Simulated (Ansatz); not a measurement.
ZnSe:
```yaml
crystal:
  lattice:
    - [6.85992, 0.00000, 0.00000]
    - [0.00000, 6.85992, 0.00000]
    - [0.00000, 0.00000, 4.00212]
  atoms:
    - { symbol: Zn, position: [0.32590, 0.67410, 0.00000] }
    - { symbol: Zn, position: [0.67410, 0.32590, 0.00000] }
    - { symbol: Zn, position: [0.82590, 0.82590, 0.50000] }
    - { symbol: Zn, position: [0.17410, 0.17410, 0.50000] }
    - { symbol: Se, position: [0.31386, 0.31386, 0.00000] }
    - { symbol: Se, position: [0.68614, 0.68614, 0.00000] }
    - { symbol: Se, position: [0.18614, 0.81386, 0.50000] }
    - { symbol: Se, position: [0.81386, 0.18614, 0.50000] }
```

Relaxed with PBEsol. Special points in fractions of this cell's reciprocal vectors: Γ (0.000, 0.000, 0.000); X (0.000, 0.500, 0.000); M (0.500, 0.500, 0.000); Z (0.000, 0.000, 0.500); R (0.000, 0.500, 0.500); A (0.500, 0.500, 0.500).

Task: List the band energies nearest the valence-band maximum at these points for PBEsol with spin–orbit coupling in the plane-wave PAW code Ansatz.

Result: In eV from the valence-band maximum; about four levels below and three above (degenerate sets whole), none deeper than 8.9 eV; points with the same levels are listed once.

| k | below | above |
|---|---|---|
| Γ | -0.03 -0.03 0.00 0.00 | 1.26 1.26 2.70 2.70 2.71 2.71 |
| X | -0.54 -0.54 -0.54 -0.54 | 2.81 2.81 2.81 2.81 |
| M | -1.07 -1.07 -1.07 -1.07 | 3.07 3.07 3.07 3.07 |
| Z | -1.65 -1.65 -1.65 -1.65 | 3.83 3.83 3.83 3.83 |
| R | -1.07 -1.07 -1.04 -1.04 | 3.14 3.14 3.17 3.17 |
| A | -1.28 -1.28 -1.28 -1.28 | 2.33 2.33 2.33 2.33 |

Space group P4_2/mnm. The start of the workflow was typed in or built on a structure type; neither database checked (COD, Materials Project) lists it. It is not the phase usual at ambient conditions (space group No. 216). The PBEsol relaxation kept the symmetry of its start; its stability against distortions is not shown here.

Potentials: the earlier of the program's two PAW sets. The files were generated under PBE; for other functionals the program regenerates the frozen cores, and for LDA and PBEsol the local potential too.
